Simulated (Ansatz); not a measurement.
# Pt: two-dimensional strain map

Level of theory: Ansatz, DFT r2SCAN, scalar-relativistic, plane waves, PAW. The runs took a 500 eV cutoff, a Γ-centred 18×18×10 mesh and Gaussian smearing (0.15 eV). Spin–orbit coupling is left out, which can shift energies with elements as heavy as these. No spin polarisation. Energies are free energies at this smearing, counted from the undisturbed cell; pressure is positive in compression.

Reference structure (as given, not relaxed at this level; it stands at -6.4 GPa; this form isn't the usual structure):

```
Pt
1.0
     2.76067    0.00000    0.00000
    -1.38033    2.39081    0.00000
     0.00000    0.00000    4.79213
Pt
2
Direct
  0.66667 0.33333 0.75000
  0.33333 0.66667 0.25000
```

The cell is strained by p along both x and y and by q along z, fractional coordinates fixed. Points are written (p, q).

Energy above the undisturbed cell in meV/atom (a dash: not computed):

| p \ q | -0.050 | -0.025 | 0.000 | 0.025 | 0.050 |
| --- | --- | --- | --- | --- | --- |
| -0.050 | ? | 155.3 | 110.2 | 91.7 | 94.2 |
| -0.025 | 74.3 | 25.6 | ? | 8.0 | 28.2 |
| 0.000 | 16.7 | -3.1 | 0.0 | ? | 58.6 |
| 0.025 | 32.3 | 40.4 | 65.7 | 105.6 | 157.2 |
| 0.050 | 99.0 | 133.9 | 180.4 | ? | 302.5 |

(1) Fill in the withheld energies.

Answers

(1) (-0.050, -0.050): 234.1; (-0.025, 0.000): 5.4; (0.000, 0.025): 22.0; (0.050, 0.025): 237.3.